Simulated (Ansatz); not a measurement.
Be₃B₂Cl₃: from a guess to a relaxed structure

Computed with DFT PBE, scalar-relativistic, plane waves, PAW in Ansatz 0.2.0. Cutoff 420 eV, Gaussian smearing, Γ-centred meshes. Cell and atoms relax first on a coarse mesh and then on a finer one. In between, the cell is made exact in the group found at 0.06 Å. In metals the finer mesh still leaves noise of several meV/atom or more. The steps can't lower the symmetry of their start. No spin polarisation.

The cell of Be₃B₂Cl₃ is invented: random cell by space group and Wyckoff sites (P6/mmm, No. 191). The dimensions are guesses.

Space group P6/mmm (No. 191). a = 5.776 Å, b = 5.776 Å, c = 4.709 Å, α = 90.00°, β = 90.00°, γ = 120.00°
```
atom  site  symmetry       x       y       z
  Be    3g       mmm  0.5000  0.0000  0.5000
   B    2c      -6m2  0.3333  0.6667  0.0000
  Cl    3f       mmm  0.5000  0.0000  0.0000
```

The zero of energy is the elements' standard structures at the same level (Cl₂ as a molecule); no fitted shifts are applied.

Problem. Where does the relaxation end?

Solution. The symmetry stays P6/mmm (No. 191). The volume per atom grows by 37.7 %, from 17.0 to 23.4 Å³. The shortest distance goes from 1.67 Å (B–Cl) to 1.91 Å (B–Cl). The energy falls by about 0.36 eV/atom (the start's value is from the coarse mesh). Conventional cell: a = 6.628 Å, c = 4.925 Å. Be is surrounded by 2 Cl at 2.46 Å; B is surrounded by 3 Cl at 1.91 Å; around Cl lie 2 B at 1.91 Å and 2 Be at 2.46 Å.

```
Be B Cl
1.0
     6.62751    0.00000    0.00000
    -3.31375    5.73959    0.00000
     0.00000    0.00000    4.92490
Be B Cl
3 2 3
Direct
  0.50000 0.00000 0.50000
  0.00000 0.50000 0.50000
  0.50000 0.50000 0.50000
  0.33333 0.66667 0.00000
  0.66667 0.33333 0.00000
  0.50000 0.00000 0.00000
  0.00000 0.50000 0.00000
  0.50000 0.50000 0.00000
```

Problem. How does it come out in energy, and is it a metal?

Solution. The energy over the elements is +1.60 eV/atom and the gap on the 6×6×8 mesh of the 8-atom cell is 0 eV (a metal).

A positive value: parting into the elements would lower its energy.

The last run used Gaussian smearing of 0.10 eV. An odd number of electrons in the primitive cell allows no gap without spin; a larger cell or a magnetic state could open one. The cell is a metal run without spin; a magnetic state may lie lower. A structure relaxed within its symmetry needn't be a true minimum.
